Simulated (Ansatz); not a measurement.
Ca₃SbP (anti-perovskite, Pm-3m), a = 5.3728 Å, b = 5.3728 Å, c = 5.3728 Å, α = 90.00°, β = 90.00°, γ = 90.00°.

Relaxed with r²SCAN. The program Ansatz at the r²SCAN level (PAW) gives a gap of 1.04 eV.

What gap does HSE06 give on the same cell (Ansatz, PAW)?

1.24 eV, 0.20 eV more. The hybrid was solved on a coarser mesh and at special points; its gap is the smallest among all of these.

```json
[
 {"k": "Γ", "v1 r²SCAN": "0.00", "c1 r²SCAN": "1.04", "v1 HSE06": "0.00", "c1 HSE06": "1.24"},
 {"k": "R", "v1 r²SCAN": "-1.69", "c1 r²SCAN": "2.39", "v1 HSE06": "___", "c1 HSE06": "___"},
 {"k": "M", "v1 r²SCAN": "-0.92", "c1 r²SCAN": "2.13", "v1 HSE06": "___", "c1 HSE06": "___"},
 {"k": "X", "v1 r²SCAN": "-0.97", "c1 r²SCAN": "1.69", "v1 HSE06": "___", "c1 HSE06": "___"}
]
```

Top valence (v1) and lowest conduction level (c1) in eV from each method's valence maximum (which need not be a listed point): supply the withheld HSE06 values.


- R, v1 HSE06: -1.84
- R, c1 HSE06: 2.71
- X, v1 HSE06: -0.99
- X, c1 HSE06: 2.14
- M, v1 HSE06: -0.92
- M, c1 HSE06: 2.38

Cost on shared cores: the r²SCAN run (SCF on a 5×5×5 mesh, then bands and DOS) roughly 50 core-seconds, the HSE06 run (SCF on 3×3×3, then a few points) very roughly 70 core-seconds; the tasks are unlike.

The first step of the workflow began from a Materials Project structure, measured or hypothetical; the Crystallography Open Database copy checked does not list it. Its standing as an ambient phase is unchecked. Symmetry was held in the r²SCAN relaxation; of distortions, only those at the zone centre were tested, and some modes there are weakly imaginary. Scalar-relativistic: spin–orbit coupling is off unless named, which matters more the heavier the elements.

Potentials: the later of the program's two PAW sets.
